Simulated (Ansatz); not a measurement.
Relaxed-ion elastic tensor of LiF (zinc blende, F-43m) in GPa (Voigt order), PBEsol in the plane-wave PAW code Ansatz; density 2.15 g/cm³, 10.02 Å³ per atom.

|  | 1 | 2 | 3 | 4 | 5 | 6 |
|---|---|---|---|---|---|---|
| 1 | 66.0 | 48.4 | 48.4 | 0.0 | 0.0 | 0.0 |
| 2 | 48.4 | 66.0 | 48.4 | 0.0 | 0.0 | 0.0 |
| 3 | 48.4 | 48.4 | 66.0 | 0.0 | 0.0 | 0.0 |
| 4 | 0.0 | 0.0 | 0.0 | 34.2 | 0.0 | 0.0 |
| 5 | 0.0 | 0.0 | 0.0 | 0.0 | 34.2 | 0.0 |
| 6 | 0.0 | 0.0 | 0.0 | 0.0 | 0.0 | 34.2 |

Question: Is the crystal mechanically stable?

Answer: Yes: the smallest eigenvalue of C is 17.5 GPa.

Question: Work out the Voigt, Reuss and Hill averages.

Answer: K_V = 54.3, K_R = 54.3, K_H = 54.3; G_V = 24.0, G_R = 15.8, G_H = 19.9 GPa.

Question: Give Young's modulus, Poisson's ratio, Pugh's ratio and the universal anisotropy index.

Answer: E = 9KG/(3K + G) = 53.3 GPa; ν = 0.34; K/G = 2.72 (ductile by the Pugh limit of 1.75); A_U = 5G_V/G_R + K_V/K_R − 6 = 2.58.

Question: Estimate the sound speeds and the Debye temperature.

Answer: v_l = √((K + 4G/3)/ρ) = 6130 m/s, v_t = √(G/ρ) = 3050 m/s, mean 3420 m/s; Θ = (h/k)(3n/4πV)^(1/3) v_m = 472 K.

Question: Give the Zener ratio and Young's modulus along [100], [110] and [111].

Answer: A = 2C44/(C11 − C12) = 3.90; 1/E = S11 − 2(S11 − S12 − S44/2)Γ with Γ = 0, 1/4, 1/3 gives 25.0, 53.0, 84.8 GPa.

Question: Solve the Christoffel equation for the three sound speeds along [100], [110], [111].

Answer: Eigenvalues of C_ijkl n_j n_l equal ρv² (piezoelectric stiffening left out). In km/s, slowest first: [100] 3.99, 3.99, 5.54; [110] 2.02, 3.99, 6.52; [111] 2.83, 2.83, 6.82.

The start of the workflow was typed in or built on a structure type; neither database checked (COD, Materials Project) lists it. It is not the phase usual at ambient conditions (space group No. 225). The cell was relaxed with PBEsol under the symmetry of its start; phonons on a q-mesh show no instability.

Potentials: the later of the program's two PAW sets.
